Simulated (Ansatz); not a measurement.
**C, simple cubic: geometry optimisation**

Theory: Ansatz, DFT, PBEsol, plane waves (420 eV) with PAW, scalar-relativistic. (PAW data from PBE, frozen cores regenerated.)

k-point mesh 16×16×16, Fermi-Dirac smearing 0.1 eV, no spin polarisation. Cell and atoms relax.

Starting structure:

```yaml
crystal:
  lattice:
    - [1.9260827495, 0.0, 0.0]
    - [0.0, 1.9260827495, 0.0]
    - [0.0, 0.0, 1.9260827495]
  atoms:
    - { symbol: C, position: [0.0, 0.0, 0.0] }
hamiltonian:
  xc: pbesol
  pseudopotentials:
    kind: paw
    azcp:
      C: "pseudopotentials/C.paw.azcp"
basis:
  ecutwfc: 420
  fft_grid_basis: typed
kpoints:
  mp_grid: { grid: [16, 16, 16], shift: [0, 0, 0] }
magnetization:
  spin_polarized: false
scf:
  occupations: { method: fermi_dirac, width: 0.1 }
relax:
  max_steps: 60
  f_tol: 0.01
  cell: {}
output:
  write_density: true
  write_potential: true
  elf: true
  volumetric_format: npy
```

Problem. The pressure at the start is -52.9 GPa. By how much does the volume change?

Solution. From 7.15 to 5.41 Å³ per atom, -24.4 %. The final cell has a = 1.755 Å.

Problem. How much energy does the relaxation gain?

Solution. 368.2 meV per atom.

Path of the relaxation (the plane waves are chosen anew near the end, which can shift the energy a little):

```json
{"step": "0", "E − E(final) (meV/atom)": "368.16", "V (Å³/atom)": "7.145", "P (GPa)": "-52.90", "max force (eV/Å)": "0.000"}
{"step": "1", "E − E(final) (meV/atom)": "83.29", "V (Å³/atom)": "6.129", "P (GPa)": "-33.00", "max force (eV/Å)": "0.000"}
{"step": "2", "E − E(final) (meV/atom)": "2.97", "V (Å³/atom)": "5.233", "P (GPa)": "13.42", "max force (eV/Å)": "0.000"}
{"step": "3", "E − E(final) (meV/atom)": "-3.44", "V (Å³/atom)": "5.422", "P (GPa)": "-0.77", "max force (eV/Å)": "0.000"}
{"step": "4", "E − E(final) (meV/atom)": "-3.51", "V (Å³/atom)": "5.411", "P (GPa)": "0.00", "max force (eV/Å)": "0.000"}
{"step": "5", "E − E(final) (meV/atom)": "0.02", "V (Å³/atom)": "5.411", "P (GPa)": "-0.40", "max force (eV/Å)": "0.000"}
{"step": "6", "E − E(final) (meV/atom)": "-0.03", "V (Å³/atom)": "5.405", "P (GPa)": "0.01", "max force (eV/Å)": "0.000"}
{"step": "7", "E − E(final) (meV/atom)": "0.00", "V (Å³/atom)": "5.405", "P (GPa)": "0.00", "max force (eV/Å)": "0.000"}
```
